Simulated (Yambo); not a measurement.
G0W0@PBEsol for RbBr (rock salt, space group Fm-3m, No. 225) in Yambo. Reference settings: 4×4×4 Γ-centred k mesh, 145 bands and a 8 Ry block in the screening, 145 bands in G with the Bruneval-Gonze terminator, plasmon pole fitted at 27.2 eV. The PBEsol gap Γ → Γ on this mesh is 4.22 eV; G0W0 gaps are taken between the same points.

The settings were changed. The gap went from 6.80 eV to 6.93 eV, and the shift of the valence edge from -1.92 eV to -2.09 eV.

Q: Name the change that produced these shifts.
A. pole fitted at 55 eV
B. 47 bands in G
C. 89 bands in W, 89 bands in G
D. 3 Ry block

A: A, pole fitted at 55 eV. The others gave (gap, valence shift): 89 bands in W, 89 bands in G: 6.76, -1.85 eV; 47 bands in G: 6.78, -1.88 eV; 3 Ry block: 6.54, -1.70 eV.

Spin-orbit coupling is not included.

Geometry relaxed with PBEsol; primitive cell a = 4.839 Å, b = 4.839 Å, c = 4.839 Å, α = 60.00°, β = 60.00°, γ = 60.00°.

A shift is the quasiparticle energy of the state minus its PBEsol energy.
